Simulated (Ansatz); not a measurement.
**Quadrupolar parameters in Ca3Ga3N5**

The cell is a Materials Project structure (computed, not necessarily an observed phase) whose atoms were relaxed with PBE, the cell held.

Space group P-1 (No. 2); a = 5.9105, b = 6.8834, c = 8.4757 Å, α = 107.48°, β = 105.46°, γ = 95.17°.

| site | Wyckoff | site symmetry | x | y | z |
| --- | --- | --- | --- | --- | --- |
| Ca1 | 2i | 1 | 0.8180 | 0.4117 | 0.6073 |
| Ca3 | 2i | 1 | 0.6593 | 0.8653 | 0.8785 |
| Ca5 | 2i | 1 | 0.6555 | 0.6374 | 0.1972 |
| Ga7 | 2i | 1 | 0.9060 | 0.3115 | 0.9689 |
| Ga9 | 2i | 1 | 0.7121 | 0.9440 | 0.5631 |
| Ga11 | 2i | 1 | 0.1351 | 0.8671 | 0.7158 |
| N13 | 2i | 1 | 0.9703 | 0.1052 | 0.7791 |
| N15 | 2i | 1 | 0.8497 | 0.6947 | 0.5092 |
| N17 | 2i | 1 | 0.7563 | 0.5296 | 0.8897 |
| N19 | 2i | 1 | 0.3960 | 0.9314 | 0.6176 |
| N21 | 2i | 1 | 0.2848 | 0.7715 | 0.9031 |

One atom of each set is listed.

All values are calculated (Ansatz; DFT, LDA, plane waves and PAW, scalar-relativistic, 420 eV cutoff, Γ-centred 5×5×4 k-points, Fermi–Dirac smearing 0.02 eV), not measured.

V_zz is the principal component of the electric field gradient with the largest magnitude, η = (V_xx − V_yy)/V_zz and C_Q = eQV_zz/h. ν_Q = 3|C_Q|/[2I(2I − 1)].

⁴³Ca: I = 7/2, Q = -40.80 mb; ⁶⁹Ga: I = 3/2, Q = 171.0 mb; ¹⁴N: I = 1, Q = 20.44 mb. Nuclear quadrupole moments: year-2017 set (Pyykkö).

Task: What field gradients does the calculation give at each kind of site?

Result: 

| site | atoms | first shell | C_Q (MHz) | η | ν_Q (MHz) |
| --- | --- | --- | --- | --- | --- |
| Ca1 | 2 | 4 N at 2.35–2.51 Å; also 1 N at 2.98 Å | -5.47 | 0.28 | 0.391 |
| Ca3 | 2 | 4 N at 2.33–2.56 Å; also 2 N at 2.82–3.07 Å | -3.30 | 0.67 | 0.236 |
| Ca5 | 2 | 6 N at 2.41–3.00 Å; also 2 Ca at 3.21–3.23 Å, 1 N at 3.27 Å | -3.78 | 0.87 | 0.270 |
| Ga7 | 2 | 4 N at 1.92–2.04 Å | -20.8 | 0.89 | 10.4 |
| Ga9 | 2 | 4 N at 1.95–2.04 Å | 26.7 | 0.58 | 13.3 |
| Ga11 | 2 | 4 N at 1.93–2.03 Å | -22.8 | 0.40 | 11.4 |
| N13 | 2 | 3 Ga at 1.95–1.99 Å; also 4 Ca at 2.63–3.07 Å | -1.61 | 0.40 | 2.41 |
| N15 | 2 | 2 Ga at 1.95–2.03 Å, 3 Ca at 2.35–2.50 Å | -1.70 | 0.68 | 2.55 |
| N17 | 2 | 2 Ga at 2.00–2.04 Å, 3 Ca at 2.41–2.45 Å; also 1 Ca at 2.73 Å | -1.39 | 0.22 | 2.08 |
| N19 | 2 | 3 Ga at 1.96–2.04 Å; also 3 Ca at 2.51–3.00 Å | -1.76 | 0.55 | 2.63 |
| N21 | 2 | 2 Ga at 1.92–1.93 Å, 1 Ca at 2.33 Å; also 3 Ca at 2.56–3.27 Å | 1.48 | 0.46 | 2.22 |

At N13 and N19 V_zz stands upright on the plane through its three neighbours (within 10°) in each case.

At this cell the LDA pressure is -8 GPa, so with LDA the cell would shrink if it were relaxed. The largest force is 0.4 eV/Å, so the atoms aren't at the calculated equilibrium and relaxing them would move these values.

Hardware: 2 threads of Arm Neoverse N1 (aarch64; 40 cores open to the job, memory cap 5.0 GiB, no GPU), a shared host with a load of 0.9 a core. Wall time 2.9 min, CPU time 5.7 min, peak memory 1.5 GiB.
